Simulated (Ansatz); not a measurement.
Sensitivity of the gradients in MoS2 with hydrogen replacing S to the input

Cell: a supercell of MoS2 (space group P6_3/mmc) built from a COD entry, with all atoms left at the host's positions.

```xyz
54
Lattice="9.5070 0.0000 0.0000 -4.7535 8.2333 0.0000 0.0000 0.0000 12.3240" Properties=species:S:1:pos:R:3 pbc="T T T"
Mo    0.0000    1.8296    3.0810
Mo   -1.5845    4.5741    3.0810
Mo   -3.1690    7.3185    3.0810
Mo    3.1690    1.8296    3.0810
Mo    1.5845    4.5741    3.0810
Mo    0.0000    7.3185    3.0810
Mo    6.3380    1.8296    3.0810
Mo    4.7535    4.5741    3.0810
Mo    3.1690    7.3185    3.0810
Mo    1.5845    0.9148    9.2430
Mo    0.0000    3.6592    9.2430
Mo   -1.5845    6.4037    9.2430
Mo    4.7535    0.9148    9.2430
Mo    3.1690    3.6592    9.2430
Mo    1.5845    6.4037    9.2430
Mo    7.9225    0.9148    9.2430
Mo    6.3380    3.6592    9.2430
Mo    4.7535    6.4037    9.2430
H     0.0000    1.8296    7.6779
S    -1.5845    4.5741    7.6779
S    -3.1690    7.3185    7.6779
S     3.1690    1.8296    7.6779
S     1.5845    4.5741    7.6779
S     0.0000    7.3185    7.6779
S     6.3380    1.8296    7.6779
S     4.7535    4.5741    7.6779
S     3.1690    7.3185    7.6779
S     1.5845    0.9148    1.5159
S     0.0000    3.6592    1.5159
S    -1.5845    6.4037    1.5159
S     4.7535    0.9148    1.5159
S     3.1690    3.6592    1.5159
S     1.5845    6.4037    1.5159
S     7.9225    0.9148    1.5159
S     6.3380    3.6592    1.5159
S     4.7535    6.4037    1.5159
S     0.0000    1.8296   10.8081
S    -1.5845    4.5741   10.8081
S    -3.1690    7.3185   10.8081
S     3.1690    1.8296   10.8081
S     1.5845    4.5741   10.8081
S     0.0000    7.3185   10.8081
S     6.3380    1.8296   10.8081
S     4.7535    4.5741   10.8081
S     3.1690    7.3185   10.8081
S     1.5845    0.9148    4.6461
S     0.0000    3.6592    4.6461
S    -1.5845    6.4037    4.6461
S     4.7535    0.9148    4.6461
S     3.1690    3.6592    4.6461
S     1.5845    6.4037    4.6461
S     7.9225    0.9148    4.6461
S     6.3380    3.6592    4.6461
S     4.7535    6.4037    4.6461
```

Sites (sets of like atoms) are named by element and the number of their first atom in this list.

Reference run. Method: Kohn–Sham DFT in Ansatz, PBE, plane waves and PAW, scalar-relativistic, 420 eV cutoff, Γ-centred 3×3×2 k-points, Fermi–Dirac smearing 0.01 eV, cell charge +1.

Task: The input is changed as follows: `scf.n_extra_bands`: not typed → 2; `basis.ecutrho_ratio`: not typed → 12. What happens to V_zz (10²¹ V/m²) and η?

Result: 

```csv
site,atom,V_zz reference,η reference,V_zz changed,η changed
Mo6,6,-7.33,0.00,-7.33,0.00
Mo10,10,-11.86,0.70,-11.86,0.70
H,19,-0.040,0.00,-0.039,0.00
S20,20,-4.49,0.23,-4.49,0.23
S24,24,-5.24,0.00,-5.23,0.00
S26,26,-5.50,0.00,-5.50,0.00
S32,32,-5.13,0.00,-5.13,0.00
S37,37,-4.75,0.00,-4.75,0.00
S38,38,-6.15,0.51,-6.15,0.51
S46,46,-5.25,0.01,-5.25,0.01
S48,48,-4.97,0.00,-4.97,0.00
S50,50,-4.95,0.01,-4.95,0.01
```

No V_zz moves by more than 0.01. The table leaves out 9 of the 21 sites, with |V_zz| up to 8.52; their tensors move by 0.01 at most along any direction. The statements above cover all sites. SCF iterations: 13 and 13.

On the reference run: The run isn't spin-polarised, and a state with spin may lie lower. The defect repeats with the cell of 54 atoms, so it feels its images: sites between two images don't show the values beside a lone defect, and zeros or small values of η there can come from the images' arrangement. Mo and S carry a gradient in the pure host already, so the values there aren't the defect's effect alone. A uniform background compensates the cell's charge. The defect cell has no gap above 0.1 eV on its mesh, so the values can hang on the smearing and the k-mesh. Without spin–orbit coupling (the program notes it for Mo) the gradients can shift somewhat, as the gap is small. The neighbours have not yet relaxed around the defect (largest force 1.7 eV/Å), so a real crystal will differ.
